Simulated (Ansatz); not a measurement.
SrMoO$_{3}$ (cubic perovskite, Pm-3m) at seven volumes, HSE06 in the plane-wave PAW code Ansatz, scaled uniformly. One row is withheld.

```csv
V (Å³/atom),P (GPa)
11.245,24.12
11.616,?
11.986,6.78
12.357,0.02
12.728,-5.73
13.099,-10.62
13.469,-14.76
```

Question: Fit the shown pressures and predict the withheld one.

Answer: Third-order Birch–Murnaghan: P = (3/2)B₀(x^(7/2) − x^(5/2))[1 + (3/4)(B′ − 4)(x − 1)] with x = (V₀/V)^(2/3). Least squares on the six rows gives V₀ = 12.358 Å³/atom, B₀ = 207.3 GPa, B′ = 4.42. At V = 11.616, x = 1.0421 and P = 14.72 GPa. The run itself gave 14.74 GPa.

The workflow started from a Materials Project entry (that database holds measured and hypothetical structures alike); the Crystallography Open Database copy checked does not list it. Its standing as an ambient phase is unchecked. Symmetry was held in the HSE06 relaxation; whether a distortion lowers the energy is not shown. The workflow began spin-polarised and lost its moments. The hybrid run found no gap, on a coarse k-mesh.

Potentials: the later of the program's two PAW sets.
